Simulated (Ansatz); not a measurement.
The cell below belongs to a search over invented structures; it isn't taken from experiment.

Input and command of a plane-wave DFT calculation in Ansatz:

```yaml
crystal:
  lattice:
    - [3.9220160012, 0.0, 0.0]
    - [0.0, 3.9220160012, 0.0]
    - [0.0, 0.0, 7.2002543998]
  atoms:
    - { symbol: Hf, position: [0.0, 0.0, 0.0] }
    - { symbol: Hf, position: [0.5, 0.5, 0.0] }
    - { symbol: Ti, position: [0.0, 0.5, 0.3544151888] }
    - { symbol: Ti, position: [0.5, 0.0, 0.6455848112] }
    - { symbol: Se, position: [0.0, 0.5, 0.7126795727] }
    - { symbol: Se, position: [0.5, 0.0, 0.2873204273] }
basis:
  ecutwfc: 420
kpoints:
  mp_grid: { grid: [10, 10, 6] }
hamiltonian:
  xc: pbe
scf:
  occupations: { method: gaussian, width: 0.1 }
output:
  forces: true
  stress: true
  eigenvalues: true
relax:
  adjacent_minimum: "off"
  f_tol: 0.01
  max_steps: 80
  cell: { stress_tol: 0.05 }
```

```bash
ansatz run input.yaml --threads 1 --pin off --max-ram 2560MiB --backend cpu --events-out ev --progress --plain --runs-dir out
```

Processor: Intel(R) Xeon(R) Processor @ 2.50GHz (Skylake/Cascade Lake), 1 thread, on a host shared with other jobs.

Problem. How long does it run, and how much memory does it take?

Solution. About 8.7 min, peak memory 0.75 GiB. It solves 65 bands at 84 k points (after reduction by symmetry) with about 2177 plane waves (on the last cell), in 46 SCF iterations over 6 ionic steps.
